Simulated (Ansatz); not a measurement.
# InGa3As4 (ordering on zincblende) by several functionals

All numbers come from the PAW code Ansatz. All values are calculated for a non-magnetic cell, which may be hypothetical.

Structure: InGa3As4 as one 8-atom ordering (P-43m) on the zincblende lattice, at its r2SCAN minimum. It is cubic, P-43m (No. 215); a = 5.779 Å in the conventional setting, 24.13 Å³ an atom. Ga is surrounded by 4 As at 2.47 Å; As is surrounded by 3 Ga at 2.47 Å and 1 In at 2.60 Å; In is surrounded by 4 As at 2.60 Å.

```xyz
8
Lattice="5.7792 0.0000 0.0000 0.0000 5.7792 0.0000 0.0000 0.0000 5.7792" Properties=species:S:1:pos:R:3 pbc="T T T"
Ga    2.8896    0.0000    0.0000
As    4.3895    1.3897    1.3897
Ga    0.0000    2.8896    0.0000
As    1.3897    4.3895    1.3897
Ga    0.0000    0.0000    2.8896
As    1.3897    1.3897    4.3895
In    2.8896    2.8896    2.8896
As    4.3895    4.3895    4.3895
```

Gaps on the r2SCAN cell, each the least over its mesh and the special points:
```tsv
level	k mesh	gap (eV)	kind	edges	least direct gap (eV)
PBE	4×4×4	0.11	direct	Γ	0.11
PBE+SOC	4×4×4	0	–	–	–
r2SCAN	4×4×4	0.56	direct	Γ	0.56
HSE06	4×4×4	0.92	direct	Γ	0.92
```
All runs use a smearing of 0.02 eV.
Wave cutoffs: 420 eV, 500 eV (r2SCAN).

HSE06 gives a direct gap of 0.92 eV at Γ. Spin-orbit coupling changes the PBE gap by -0.109 eV, and no gap is left. With so small a gap spin-orbit coupling can invert the bands, which the size of the gap doesn't show: the edges may have crossed and parted again.

r2SCAN covers 55 % of the step from PBE to HSE06. Spin-orbit coupling moves the least or the direct gap by up to 0.11 eV, so it has to be included where a tenth of an eV counts. The levels disagree on the kind of gap: direct with PBE, r2SCAN, HSE06; zero gap with PBE+SOC.

Only the levels marked +SOC include spin-orbit coupling.

Gaps or overlaps of about a tenth of an eV are at the limit of these meshes: between the points read a gap can be smaller or closed.

The meshes of the hybrids are coarse, so their gaps aren't converged to the digits shown.
